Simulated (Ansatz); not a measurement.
The relaxed structure here is a generated cell of Nb: the first start was made by placing the elements on the sites of a structure type, and the end was not matched to a known phase here, so it may be hypothetical. Known forms of Nb include space group No. 229.

One starting cell of Nb (a generated cell, Nb built in the omega structure type) was relaxed twice with Ansatz (plane waves, PAW, scalar-relativistic): with PBEsol at 420 eV and with PBE at 420 eV. The PBEsol result:

```cif
data_Nb3
_chemical_formula_sum 'Nb3'
_space_group_name_H-M_alt 'P 1'
_space_group_IT_number 1
_cell_length_a 4.82933
_cell_length_b 4.82933
_cell_length_c 2.65032
_cell_angle_alpha 90.000
_cell_angle_beta 90.000
_cell_angle_gamma 120.000
loop_
_space_group_symop_operation_xyz
  'x, y, z'
loop_
_atom_site_label
_atom_site_type_symbol
_atom_site_fract_x
_atom_site_fract_y
_atom_site_fract_z
_atom_site_occupancy
Nb1 Nb 0.00000 0.00000 0.00000 1
Nb2 Nb 0.33333 0.66667 0.50000 1
Nb3 Nb 0.66667 0.33333 0.50000 1
```

```tsv
quantity	PBEsol	PBE
space group	P6/mmm	P6/mmm
volume (Å³/atom)	17.84	…
a (Å)	4.829	…
c (Å)	2.650	…
gap (eV, no spin-orbit coupling)	0.00	…
highest phonon at the sampled q (cm⁻¹)	245	…
softest mode (cm⁻¹)	175i	…
energy after following the soft phonon mode at Γ (Im-3m), against the parent (eV/atom)	-0.21	…
energy after following the soft phonon mode at (½, 0, 0) (Pmmn), against the parent (eV/atom)	-0.12	…
```

Q: Fill in the PBE column.

A: 
- volume (Å³/atom), PBE: 18.48
- a (Å), PBE: 4.886
- c (Å), PBE: 2.682
- gap (eV, no spin-orbit coupling), PBE: 0.00
- highest phonon at the sampled q (cm⁻¹), PBE: 235
- softest mode (cm⁻¹), PBE: 170i
- energy after following the soft phonon mode at Γ (Im-3m), against the parent (eV/atom), PBE: -0.20
- energy after following the soft phonon mode at (½, 0, 0) (Pmmn), against the parent (eV/atom), PBE: -0.12

Both levels end in the same structure; PBE's volume is 3.6 % larger. Neither column is exact.

No spin polarisation in the result.

The run could not lose the symmetry of its start: the end is stationary, and may be a saddle point rather than a minimum.

All atoms sit on sites fixed by symmetry, so only the cell could relax.

Ansatz is a quantum-chemistry and plane-wave program.
